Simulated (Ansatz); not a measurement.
One stationary structure of ZnSiP2. Space group I-42d (No. 122), chalcopyrite type. Level of theory: PBEsol (plane waves to 420 eV, PAW, scalar-relativistic; Ansatz, an electronic-structure program).

Space group I-42d (No. 122); a = b = 5.353 Å, c = 10.445 Å, α = β = γ = 90.00°

```
atom  site  symmetry       x       y       z
----  ----  --------  ------  ------  ------
Zn      4a      -4..  0.0000  0.0000  0.0000
Si      4b      -4..  0.0000  0.0000  0.5000
P       8d       .2.  0.2500  0.2355  0.3750
```
(The calculation used a cell of 8 atoms; values per cell refer to that cell.)

- Volume per atom: 18.71 Å³
- Band gap: 1.16 eV, direct at Γ (no spin-orbit coupling)
- Shortest distances: P–Si 2.25 Å; P–Zn 2.35 Å
- k-mesh: 9×9×9

Band energies at high-symmetry points (eV from the VBM; labels of this space group; no spin-orbit coupling), from −5 eV up to 3.5 eV:

```json
[
 {"point": "Γ", "energies": "-4.91 -4.41 -4.41 -4.10 -3.62 -2.44 -2.44 -0.12 -0.12 0.00 1.16 1.78 2.60 3.25 3.25 3.39"},
 {"point": "X", "energies": "-3.81 -3.81 -1.86 -1.86 -1.07 -1.07 -0.58 -0.58 1.92 1.92 3.08 3.08"},
 {"point": "P", "energies": "-2.96 -2.96 -2.23 -2.23 -1.09 -1.09 -0.94 -0.94 2.64 2.64 2.93 2.93"},
 {"point": "N", "energies": "-4.57 -4.49 -4.19 -3.94 -3.04 -2.77 -2.25 -1.82 -1.53 -0.84 2.68 2.79 2.94"},
 {"point": "M", "energies": "-3.89 -3.89 -3.66 -3.66 -2.24 -2.24 -1.92 -1.92 -1.19 -1.19 1.36 1.36 1.58 1.58 2.44 2.44"},
 {"point": "S", "energies": "-4.54 -4.36 -4.03 -3.44 -3.37 -3.00 -2.29 -2.09 -1.05 -0.64 1.53 2.78 2.88 3.08"},
 {"point": "S0", "energies": "-4.54 -4.36 -4.03 -3.44 -3.37 -3.00 -2.29 -2.09 -1.05 -0.64 1.53 2.78 2.88 3.08"},
 {"point": "R", "energies": "-3.75 -3.75 -2.27 -2.27 -1.18 -1.18 -0.94 -0.94 2.25 2.25 3.45 3.45"}
]
```

No spin polarisation in the result.

The run could not lose the symmetry of its start; a randomly shaken copy of 8 atoms returns to this structure.
